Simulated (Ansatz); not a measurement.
**Orbital character of the bands of CdF₂**

```
Cd F
1.0
     0.00000    2.74072    2.74072
     2.74072    0.00000    2.74072
     2.74072    2.74072    0.00000
Cd F
1 2
Direct
  0.00000 0.00000 0.00000
  0.25000 0.25000 0.25000
  0.75000 0.75000 0.75000
```

Atom numbers follow the list: Cd1, F2, F3.

The structure comes from a relaxation in the same program, started in the fluorite type, and has space group Fm-3m. Whether it is a known phase or the ground state wasn't checked.

Computed with DFT, PBE, all-electron LAPW, scalar-relativistic (Ansatz 0.2.0).

The runs use a Γ-centred 11×11×11 k mesh, Fermi–Dirac smearing of 0.05 eV, basis error target 1 meV/atom, no spin polarisation.

Weights are projections on a minimal set of Löwdin-orthogonalised atomic shells, summed over atoms of an element; the rest lies outside that basis, and weights on diffuse cation s shells are inflated where empty shells are missing from it. Energies are in eV from the valence-band top.

Points: W (0.500, 0.250, 0.750), L (0.500, 0.500, 0.500).

```
           state                          character
     W, -4.95 eV              Cd 4d 82 %, F 2p 17 %
     W, -4.68 eV               Cd 4d 92 %, F 2p 8 %
     W, -4.64 eV              Cd 4d 84 %, F 2p 13 %
W, -4.54 eV (×2)               Cd 4d 91 %, F 2p 8 %
     W, -3.31 eV  F 2p 67 %, Cd 5s 17 %, Cd 4d 16 %
     W, -2.47 eV              F 2p 80 %, Cd 4d 18 %
W, -1.42 eV (×2)               F 2p 90 %, Cd 4d 8 %
     W, -0.50 eV                         F 2p 100 %
      W, 0.00 eV               F 2p 92 %, Cd 4d 8 %
L, -5.19 eV (×2)                                  ?
L, -4.43 eV (×2)                        Cd 4d 100 %
     L, -4.26 eV                                  ?
     L, -2.57 eV                                  ?
     L, -2.06 eV                          F 2p 97 %
L, -1.65 eV (×2)                          F 2p 98 %
L, -0.43 eV (×2)                                  ?
```

What belongs in the row "L, -4.26 eV", column "character"?

Cd 4d 97 %.

Give the missing entry: row "L, -5.19 eV (×2)", column "character".

Cd 4d 83 %, F 2p 17 %.

What belongs in the row "L, -2.57 eV", column "character"?

F 2p 77 %, Cd 5s 19 %.

What belongs in the row "L, -0.43 eV (×2)", column "character"?

F 2p 82 %, Cd 4d 17 %.
